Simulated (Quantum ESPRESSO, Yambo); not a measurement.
## G0W0 results for KCdF₃

KCdF3 has the cubic space group Pm-3m (No. 221), the cubic perovskite structure, Pearson symbol cP5. Cell: a = b = c = 4.3821 Å, α = β = γ = 90.00°. F on 3c sees 2 Cd at 2.191 Å and 4 K at 3.099 Å (octahedral). K on 1a is coordinated by 12 F at 3.099 Å (cuboctahedral). Cd on 1b is coordinated by 6 F at 2.191 Å (octahedral). (Neighbours: up to the widest gap in distance over summed covalent radii, below 1.35, at either atom; cation-cation contacts left out.)

The geometry is that of Materials Project entry mp-10175, symmetrised and not relaxed again.

Starting point: PBEsol (pw.x of Quantum ESPRESSO, ONCV potentials, with spin-orbit coupling). G0W0 in Yambo: 2×2×2 Γ-centred k mesh, bands 9 to 260 and a 7 Ry block in the screening, 260 bands in G with the Bruneval-Gonze terminator, plasmon pole fitted at 27.2 eV.

```
Property                                            Result
-------------------------------------------------  -------
PBEsol gap along the band path                     2.99 eV
PBEsol gap between the mesh's edge points (R → Γ)  2.99 eV
G0W0 gap between the same points                   6.21 eV
PBEsol smallest direct gap on the mesh (at Γ)      4.75 eV
G0W0 direct gap at that point                      8.19 eV
```

```
k point  band  E PBEsol (eV)  E QP (eV)  shift (eV)     Z
-------  ----  -------------  ---------  ----------  ----
Γ        VB−2          -1.76      -3.84       -2.08  0.80
Γ        VB−1          -1.76      -3.83       -2.08  0.80
Γ          VB          -1.76      -3.84       -2.08  0.80
Γ          CB           2.99       4.35        1.36  0.88
Γ        CB+1           2.99       4.35        1.36  0.88
X          VB          -1.59      -3.79       -2.21  0.80
X          CB           5.53       7.22        1.69  0.86
M          VB           0.00      -1.86       -1.85  0.82
M          CB           6.90       8.90        2.00  0.85
R          VB           0.00      -1.86       -1.86  0.82
R          CB           7.53       9.23        1.70  0.88
```

Energies count from the PBEsol valence-band maximum.

Nearest settings tried, and what they do to the gap: 174 bands in W, 174 bands in G: +179 meV; 6 Ry block (171 vectors against 203): +5 meV. Not varied: mesh. So the settings aren't converged at that level. The k mesh is coarse.

The cell is held in this high symmetry; tilts and polar distortions were not searched.

The structure is a Materials Project entry; no match was found in the copy of COD used, and its stability was not checked.
